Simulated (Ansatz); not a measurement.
Response of CoBi to small distortions

```
Co Bi
1.0
     0.00000    2.70033    2.70033
     2.70033    0.00000    2.70033
     2.70033    2.70033    0.00000
Co Bi
1 1
Direct
  0.00000 0.00000 0.00000
  0.50000 0.50000 0.50000
```

Atom numbers follow the list: Co1, Bi2.

The cell was built from the rocksalt type and relaxed in the same program, and has space group Fm-3m; it needn't be a known or the stable phase.

Other magnetic orders may lie lower; this is the state that the run reached.

No spin–orbit coupling, which matters for the heavy atoms here.

The calculation used DFT, PBE, PAW with Ansatz's default frozen-core files, scalar-relativistic (Ansatz 0.2.0).

Settings: a Γ-centred 13×13×13 k mesh, Fermi–Dirac smearing of 0.05 eV, cutoff 420 eV, spin-polarised from start moments Co1 2 μB.

The unchanged cell is at 0.01 GPa.

In a metal, stresses and small energies carry noise from the k mesh.

x, y and z are the Cartesian axes of the cell as listed; fractional coordinates follow a strain, and an engineering shear is twice the off-diagonal strain component.

One change gave: energy change +1.1 meV/atom; stress change (xx, yy, zz, yz, xz, xy) -0.58, -0.58, 1.26, 0.00, 0.00, 0.00 GPa, compression positive; moment 0.55 → 0.54 μB. Which change was it?
A. atom 1 (Co) moved by (0.0800, 0.0000, 0.0000) Å
B. z strained by -1 % at fixed volume
C. equal xy, yz and zx engineering shear strains of -2 %

B. For equal xy, yz and zx engineering shear strains of -2 %: energy change +0.8 meV/atom; stress change (xx, yy, zz, yz, xz, xy) 0.02, 0.02, 0.02, 0.21, 0.21, 0.21 GPa, compression positive; moment 0.55 → 0.55 μB. For atom 1 (Co) moved by (0.0800, 0.0000, 0.0000) Å: energy change +4.9 meV/atom; stress change (xx, yy, zz, yz, xz, xy) 0.84, -0.08, -0.08, 0.00, 0.00, 0.00 GPa, compression positive; change of the force on Co1 (-0.250, 0.000, 0.000) eV/Å; moment 0.55 → 0.53 μB.

What force constant does this one finite step give for Co1 along its displacement (all its periodic images move with it)?

k = −ΔF·u/|u|² = 3.12 eV/Å², so the force pulls the atom back.
